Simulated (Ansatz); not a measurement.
## Structures of RbGe$_{2}$: which is lowest?

Plane-wave DFT in Ansatz with scalar-relativistic PAW potentials, cutoff 420 eV, Γ-centred meshes chosen by cell and gap, Gaussian smearing with energies taken to zero width. Every cell was relaxed (cell and atoms) in a run of its own, within the symmetry of its start. Functional: PBE.

Relaxed structures (starts from databases or built by putting these elements on another compound's sites):
A. I4/mmm, 3 atoms in the computed cell, a = 3.817 Å, c = 12.576 Å; sites (symmetry × multiplicity) Rb 4/mmm × 2, Ge -4m2 × 4; start: built
B. I4_1/amd, 6 atoms in the computed cell, a = 4.987 Å, c = 14.936 Å; sites (symmetry × multiplicity) Rb -4m2 × 4, Ge 2mm. × 8; start: built

Task: Rank them by energy. Could pressure change the order?

Result:
| structure | group | E − E(lowest) (meV/atom) | V (Å³/atom) | gap on mesh (eV) |
| --- | --- | --- | --- | --- |
| B | I4_1/amd | 0.0 | 30.96 | 0.00 |
| A | I4/mmm | 70 | 30.54 | 0.00 |

B is lowest, 70 meV/atom under A. The two lowest differ in volume by under 3 %, too little for a first-order estimate of what pressure does to that pair (other pairs aren't weighed here); with rigid cells even 3 % in favour of the higher one would need about 12 GPa. Other structures may lie lower than all of these, and vibrations aren't counted.